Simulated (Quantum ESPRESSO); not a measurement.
Kohn-Sham bands of NbP (I4₁md)

```xyz
4
Lattice="0.0000 -3.3498 0.0000 3.3498 0.0000 0.0000 -1.6749 1.6749 5.7401" Properties=species:S:1:pos:R:3 pbc="T T T"
Nb     1.6749    -1.6749    -0.0014
Nb    -1.6749     0.0000     2.8687
P      0.0000     0.0000     0.9500
P      1.6749     0.0000    -1.9201
```

Cell from Materials Project (mp-9339), symmetrised, no further relaxation. Not found in the COD (Crystallography Open Database) copy used, which has the formula in other groups; not checked further. Computed values, not measurements, from LDA: Quantum ESPRESSO (norm-conserving PseudoDojo potentials, cutoff 66 Ry, no spin polarisation, no spin-orbit coupling) on a Γ-centred 6×6×6 mesh, then Wannier90. Density: 10×10×10 mesh, cold smearing 0.01 Ry.

Energies are relative to the Fermi level; weights are on the orthonormalised atomic waves of the pseudopotential files, averaged over the group. 36 electrons a cell are treated as valence.

Question: Into which isolated groups do the bands fall, where do they lie and what are they made of?

Answer: 
| bands | from (eV) | to (eV) | filling | weight on atomic waves |
|---|---|---|---|---|
| 1–2 | -54.79 | -54.73 | filled | Nb 4s 95 % |
| 3–8 | -31.20 | -30.72 | filled | Nb 4p 98 % |
| 9–10 | -12.66 | -9.97 | filled | P 3s 63 %, Nb 4d 19 %, Nb 5s 13 % |

No gap over 0.05 eV opens at the Fermi level at this level of theory.
